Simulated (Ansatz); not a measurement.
Method: Ansatz, DFT, PBEsol, plane waves (420 eV) with PAW, scalar-relativistic. (PAW data from PBE, frozen cores regenerated.)

An element in the diamond structure gives this curve. The cell is scaled uniformly from the relaxed one, with fractional coordinates and shape fixed. Energies are extrapolated to zero smearing, pressures are those at the given smearing. Magnetic state: spin not included.

```csv
V (Å³/atom),E − E₀ (meV/atom),P (GPa)
23.698,58.4,6.64
24.776,23.6,3.96
25.853,5.2,1.78
26.930,0.0,0.01
28.007,5.5,-1.43
29.084,19.7,-2.60
30.162,41.0,-3.55
```

Task: Which element is it?
A. gallium
B. platinum
C. aluminium
D. selenium

Result: C. Its fit is V₀ = 26.87 Å³/atom, B₀ = 40 GPa, B₀′ = 4.3.
